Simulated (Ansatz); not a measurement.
Space group Pm-3m (No. 221). a = 4.127 Å, b = 4.127 Å, c = 4.127 Å, α = 90.00°, β = 90.00°, γ = 90.00°
```json
{"atom": "K", "site": "1a", "symmetry": "m-3m", "x": "0.0000", "y": "0.0000", "z": "0.0000"}
{"atom": "V", "site": "1b", "symmetry": "m-3m", "x": "0.5000", "y": "0.5000", "z": "0.5000"}
{"atom": "F", "site": "3c", "symmetry": "4/mm.m", "x": "0.5000", "y": "0.5000", "z": "0.0000"}
```

Equation of state of this KVF3 structure (not necessarily the ground state), with shape and atoms relaxed at each volume where symmetry leaves them free. Method: DFT r2SCAN, scalar-relativistic, plane waves, PAW in Ansatz.

Cutoff 500 eV; k points 8×8×8 on the computed 5-atom cell (Γ-centred); Gaussian smearing, width 0.02 eV; collinear spin.

```csv
V (Å³/atom),E − E(largest V) (meV/atom),P (GPa),gap on mesh (eV)
13.216,2.86,5.64,1.62
13.638,-7.85,2.58,1.61
14.059,-11.14,0.00,1.61
14.481,-8.21,-2.18,1.61
14.903,0.00,-4.01,1.61
```

Q: Fit a third-order Birch–Murnaghan equation to E(V).

A: V0 = 14.06 Å³/atom, B0 = 79 GPa, B0' = 4.7.

The state reached may not be the lowest one. The cell holds one magnetic atom, so it can only be ferromagnetic; an antiferromagnetic order may lie lower.

Symmetry holds off the tilts and polar distortions that many cubic perovskites undergo.